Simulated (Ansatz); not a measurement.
Relaxed-ion elastic tensor of CsI (CsCl type, Pm-3m) in GPa (Voigt order), DFT-PBEsol in the program Ansatz with PAW potentials; density 4.71 g/cm³, 45.78 Å³ per atom.

```tsv
	1	2	3	4	5	6
1	24.9	6.8	6.8	0.0	0.0	0.0
2	6.8	24.9	6.8	0.0	0.0	0.0
3	6.8	6.8	24.9	0.0	0.0	0.0
4	0.0	0.0	0.0	7.2	0.0	0.0
5	0.0	0.0	0.0	0.0	7.2	0.0
6	0.0	0.0	0.0	0.0	0.0	7.2
```

### Question
Is the crystal mechanically stable?

### Answer
Yes: the smallest eigenvalue of C is 7.2 GPa.

### Question
Work out the Voigt, Reuss and Hill averages.

### Answer
K_V = 12.8, K_R = 12.8, K_H = 12.8; G_V = 8.0, G_R = 7.9, G_H = 7.9 GPa.

### Question
Give Young's modulus, Poisson's ratio, Pugh's ratio and the universal anisotropy index.

### Answer
E = 9KG/(3K + G) = 19.7 GPa; ν = 0.24; K/G = 1.62 (brittle by the Pugh limit of 1.75); A_U = 5G_V/G_R + K_V/K_R − 6 = 0.07.

### Question
Estimate the sound speeds and the Debye temperature.

### Answer
v_l = √((K + 4G/3)/ρ) = 2230 m/s, v_t = √(G/ρ) = 1290 m/s, mean 1440 m/s; Θ = (h/k)(3n/4πV)^(1/3) v_m = 120 K.

### Question
Give the Zener ratio and Young's modulus along [100], [110] and [111].

### Answer
A = 2C44/(C11 − C12) = 0.79; 1/E = S11 − 2(S11 − S12 − S44/2)Γ with Γ = 0, 1/4, 1/3 gives 22.0, 19.0, 18.2 GPa.

### Question
Solve the Christoffel equation for the three sound speeds along [100], [110], [111].

### Answer
Eigenvalues of C_ijkl n_j n_l equal ρv². In km/s, slowest first: [100] 1.24, 1.24, 2.30; [110] 1.24, 1.39, 2.21; [111] 1.34, 1.34, 2.18.

The cell was relaxed with PBEsol under the symmetry of its start; phonons on a q-mesh show no instability. Scalar-relativistic: spin–orbit coupling is off unless named, which matters more the heavier the elements.

Potentials: the later of the program's two PAW sets.
